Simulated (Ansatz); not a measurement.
With DFT-PBEsol in the program Ansatz with PAW potentials, Re in the hexagonal phase (P-6m2; Re on 2g, Re on 2h, Re on 1a, Re on 1f) relaxes to a = 2.753 Å, c = 13.300 Å. Re on 2g has 12 nearest neighbours from 2.73 Å (cuboctahedral); Re on 2h has 12 nearest neighbours from 2.73 Å (anticuboctahedral); Re on 1a has 12 nearest neighbours from 2.73 Å (anticuboctahedral); Re on 1f has 12 nearest neighbours from 2.73 Å (anticuboctahedral).

Electronic character: metallic (no gap). Gap from PBEsol with spin–orbit coupling: none (metallic).

The bulk modulus is 390 GPa. The highest mode at Γ lies at 188 cm^-1.

The start of the workflow was typed in or built on a structure type; neither database checked (COD, Materials Project) lists it. It is not the phase usual at ambient conditions (space group No. 194). The cell was relaxed with PBEsol under the symmetry of its start; its stability against distortions is not shown here. No spin polarisation was allowed. As this level gives no gap, phonon frequencies hold no LO–TO term and depend on the k-mesh and smearing (Fermi–Dirac, 0.1 eV here). Axis ratios of metals converge slowly with the k-mesh, so a and c are less sure than the volume. Scalar-relativistic: spin–orbit coupling is off unless named, which matters more the heavier the elements.

Potentials: the later of the program's two PAW sets.
